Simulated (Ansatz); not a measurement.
Hf, DFT, PBEsol, PAW with Ansatz's default frozen-core files, scalar-relativistic (Ansatz 0.2.0), run on 1 thread of Intel(R) Xeon(R) 6975P-C (Granite Rapids) on a shared host.

The cell is COD entry 1534929, as deposited and not checked against the literature; nothing was relaxed. The listed cell was then made from it by scaling, straining or moving an atom.

Command: `ansatz run input.yaml --threads 1 --pin off --max-ram 3072MiB --backend cpu --events-out ev --progress --plain --runs-dir out`

```yaml
crystal:
  lattice:
    - [0.0, 2.2051002222, 2.2051002222]
    - [2.2051002222, 0.0, 2.2051002222]
    - [2.2051002222, 2.2051002222, 0.0]
  atoms:
    - { symbol: Hf, position: [0.0, 0.0, 0.0] }
kpoints:
  mp_grid: { grid: [16, 16, 16] }
scf:
  occupations: { method: fermi_dirac, width: 0.03 }
hamiltonian:
  xc: pbesol
  pseudopotentials: { kind: paw }
output:
  forces: true
  stress: true
  eigenvalues: true
  efg: { contact_densities: true }
```

(1) How large is the problem that the program sets up?

(2) About how long does it take, and how much memory does it use?

(3) And the same cell and mesh by crystal-made all-electron datasets, asked for forces, stress, eigenvalues, efg, on the same hardware?

## Answers

(1) 145 irreducible k-points, 411 plane waves at Γ, 17 bands.

(2) 3.1 s of wall time for 6 SCF iterations, with a peak of 0.45 GiB. Times on shared machines scatter by tens of per cent.

(3) 9.7 s, peak memory 0.54 GiB.
